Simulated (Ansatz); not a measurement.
Relax this structure to zero stress and force, keeping its symmetry:

```
CELL_PARAMETERS angstrom
2.97000 0.00000 0.00000
-1.48500 2.57210 0.00000
0.00000 0.00000 3.07000
ATOMIC_POSITIONS crystal
Cr 0.00000 0.00000 0.00000
B 0.33333 0.66667 0.50000
B 0.66667 0.33333 0.50000
```

Level of theory: DFT r2SCAN, scalar-relativistic, plane waves, PAW in Ansatz.

Plane waves to 500 eV, a k mesh through Γ of 18×18×14 on the computed 3-atom cell and Gaussian smearing (0.10 eV); collinear spin from starting moments 2.02 0 0 μB.

Problem. What does it relax to?

Solution. The volume increases by 0.02 Å³/atom to 7.83 Å³/atom, and the energy falls by 0.5 meV/atom. The cell ends with a moment of 2.00 μB (only this magnetic start was tried). Final structure:
```cif
data_structure
_symmetry_space_group_name_H-M 'P6/mmm'
_symmetry_Int_Tables_number 191
_cell_length_a 2.9802
_cell_length_b 2.9802
_cell_length_c 3.0548
_cell_angle_alpha 90.000
_cell_angle_beta 90.000
_cell_angle_gamma 120.000
_cell_volume 23.50
loop_
_atom_site_label
_atom_site_type_symbol
_atom_site_symmetry_multiplicity
_atom_site_Wyckoff_symbol
_atom_site_fract_x
_atom_site_fract_y
_atom_site_fract_z
_atom_site_occupancy
Cr1 Cr 1 a 0.00000 0.00000 0.00000 1
B1 B 2 d 0.33333 0.66667 0.50000 1
```

Course of the relaxation (steps run on the plane waves of an earlier cell, and the basis is chosen afresh near the end, so energy and pressure can step there; trial steps that raised the energy were taken back; energies are free energies):

```csv
step,E − E_final (meV/atom),P (GPa),V (Å³/atom)
1,0.5,1.00,7.82
2,0.0,0.32,7.83
3,0.0,0.06,7.83
4,0.0,0.02,7.83
5,0.0,0.02,7.83
```

The state reached may not be the lowest one. Only parallel moments were tried here.

Cost: 1 run of about 5.4 core-minutes, on Intel Xeon Processor @ 2.50GHz (Skylake/Cascade Lake) (shared hosts).